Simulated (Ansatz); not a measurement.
The elements of this relaxed trial crystal are hidden behind letters.

```
lattice vectors (Å)
  -1.5504    1.5504   10.8935
   1.5504   -1.5504   10.8935
   1.5504    1.5504  -10.8935
fractional positions
X 0.8973 0.8973 0.0000
X 0.1027 0.1027 0.0000
Z 0.7045 0.7045 0.0000
Z 0.2955 0.2955 0.0000
Z 0.5000 0.5000 0.0000
Q 0.6069 0.6069 0.0000
Q 0.2063 0.2063 0.0000
Q 0.7937 0.7937 0.0000
Q 0.3931 0.3931 0.0000
Q 0.0000 0.0000 0.0000
```

Theory: DFT PBE, scalar-relativistic, plane waves, PAW (Ansatz). Cutoff 420 eV, Γ-centred 16×16×16 mesh (10-atom cell), Gaussian smearing of 0.10 eV, no spin polarisation.

```
Space group                                  : I4/mmm (No. 139)
Conventional cell                            : a = 3.101 Å, c = 21.787 Å
Volume per atom                              : 10.47 Å³
Density                                      : 5.29 g/cm³
Formation energy                             : −1.09 eV/atom
Gap on the 16×16×16 mesh of the 10-atom cell : 0 eV (a metal)
```

Energies are uncorrected and count from the elements' standard states at the same level.

**Question.** X is a d-block element of period 5, Z is a p-block element of period 3 and Q is a p-block element of period 2. Which elements are they?

**Answer.** X = Zr, Z = Al, Q = N, so the formula is Zr2Al3N5. Density times volume gives a mean mass of 5.29 × 10.47/1.6605 = 33.4 u per atom, and this set has 33.3 u. Zr is surrounded by 6 N at 2.19–2.26 Å, 4 Zr at 3.10 Å and 8 Al at 3.12–3.13 Å; Al on a site of symmetry 4mm has 1 N at 1.94 Å, 5 N at 2.13–2.19 Å, 8 Al at 2.96–3.10 Å and 4 Zr at 3.12 Å; N on a site of symmetry 4mm is surrounded by 1 Al at 2.13 Å, 4 Zr at 2.19 Å and 1 Al at 2.33 Å; 3 more sites not described. Other sets within the hints have nearly the same mass, so mass alone doesn't settle it; this one was computed.

Symmetry constrained the relaxation, so the result can be a saddle point.
